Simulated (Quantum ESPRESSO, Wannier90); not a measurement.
## ZnGeP$_{2}$ (chalcopyrite), plane waves to Wannier functions

```xyz
8
Lattice="5.4425 0.0000 0.0000 0.0000 5.4425 0.0000 -2.7212 -2.7212 5.3648" Properties=species:S:1:pos:R:3 pbc="T T T"
Zn     0.0000    -2.7212     2.6824
Zn     0.0000     0.0000     0.0000
Ge    -2.7212     0.0000     2.6824
Ge     2.7212     2.7212     0.0000
P     -1.3606     1.3854    -1.3412
P      1.3854     1.3606     1.3412
P      1.3606    -1.3854    -1.3412
P     -1.3854    -1.3606     1.3412
```

Structure: Materials Project mp-4524, symmetrised, not relaxed again. COD (Crystallography Open Database) has an entry of this formula and space group (matched by these alone). Level: PBEsol, no spin polarisation, no spin-orbit coupling; pw.x of Quantum ESPRESSO at 68 Ry with PseudoDojo potentials, 4×4×4 k-points, Wannier90. Density: 6×6×6 mesh, cold smearing 0.01 Ry. Spin-orbit coupling, left out, would split the p-like bands by a few tenths of an eV.

A tight-binding model is made by disentanglement and projection with no localisation steps (num_iter = 0), so the 42 orbitals stay atom-like: hydrogen-like Zn: s;p;d; Ge: s;p; P: s;p, axes along x, y, z; frozen window up to 2.61 eV relative to the valence-band maximum. It follows pw.x to 9.7 meV rms for states up to 2.1 eV relative to the valence-band maximum. Matrix elements depend on this choice of orbitals and windows.

Question: What are the on-site energies relative to the valence-band maximum, and how fast do the hoppings decay?

Answer: 
| atom | orbitals | energy (eV) |
|---|---|---|
| Zn1 | s | 0.12 |
| Zn1 | pz | 4.24 |
| Zn1 | px py | 4.36 |
| Zn1 | dz2 dx2-y2 | -6.71 |
| Zn1 | dxz dyz dxy | -6.84 |
| Zn2 | s | 0.12 |
| Zn2 | pz | 4.24 |
| Zn2 | px py | 4.35 |
| Zn2 | dz2 dx2-y2 | -6.71 |
| Zn2 | dxz dyz dxy | -6.83 |
| Ge3 | s | -5.65 |
| Ge3 | pz | 1.64 |
| Ge3 | px py | 1.51 |
| Ge4 | s | -5.65 |
| Ge4 | pz | 1.64 |
| Ge4 | px py | 1.50 |
| P5 | s | -7.11 |
| P5 | pz px py | 0.31 |
| P6 | s | -7.11 |
| P6 | pz px py | 0.31 |
| P7 | s | -7.11 |
| P7 | pz px py | 0.31 |
| P8 | s | -7.11 |
| P8 | pz px py | 0.31 |

```json
[
 {"distance of the centres (Å)": "2–3", "largest modulus (eV)": "1.7"},
 {"distance of the centres (Å)": "3–4", "largest modulus (eV)": "0.57"},
 {"distance of the centres (Å)": "4–5", "largest modulus (eV)": "0.53"},
 {"distance of the centres (Å)": "5–6", "largest modulus (eV)": "0.16"},
 {"distance of the centres (Å)": "6–7", "largest modulus (eV)": "0.11"},
 {"distance of the centres (Å)": "7–8", "largest modulus (eV)": "0.061"},
 {"distance of the centres (Å)": "8–9", "largest modulus (eV)": "0.032"}
]
```
